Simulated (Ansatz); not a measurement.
Relaxed-ion elastic tensor of Mg in space group P6/mmm (No. 191; Mg on 2e, Mg on 2d, Mg on 3f) in GPa (Voigt order), plane-wave PAW PBEsol (Ansatz code); density 1.74 g/cm³, 23.25 Å³ per atom.

```tsv
	1	2	3	4	5	6
1	62.7	26.0	15.3	0.0	0.0	0.0
2	26.0	62.7	15.3	0.0	0.0	0.0
3	15.3	15.3	76.1	0.0	0.0	0.0
4	0.0	0.0	0.0	0.3	0.0	0.0
5	0.0	0.0	0.0	0.0	0.3	0.0
6	0.0	0.0	0.0	0.0	0.0	18.4
```

### Question
Is the crystal mechanically stable?

### Answer
On the edge, within the error: the smallest eigenvalue of C is 0.3 GPa.

### Question
Work out the Voigt and Reuss bounds. Is their mean of use?

### Answer
K_V = 35.0, K_R = 35.0; G_V = 13.4, G_R = 0.6 GPa. The bounds lie so far apart that a Hill average or a Debye temperature from it would say little.

The start of the workflow was typed in or built on a structure type; the Crystallography Open Database copy checked does not list it. It is not the phase usual at ambient conditions (space group No. 194). The cell was relaxed with PBEsol under the symmetry of its start; its stability against distortions is not shown here. As this level gives no gap, shear constants depend on the k-mesh and smearing (Fermi–Dirac, 0.1 eV here).

Potentials: the earlier of the program's two PAW sets. The files were generated under PBE; for other functionals the program regenerates the frozen cores, and for LDA and PBEsol the local potential too.
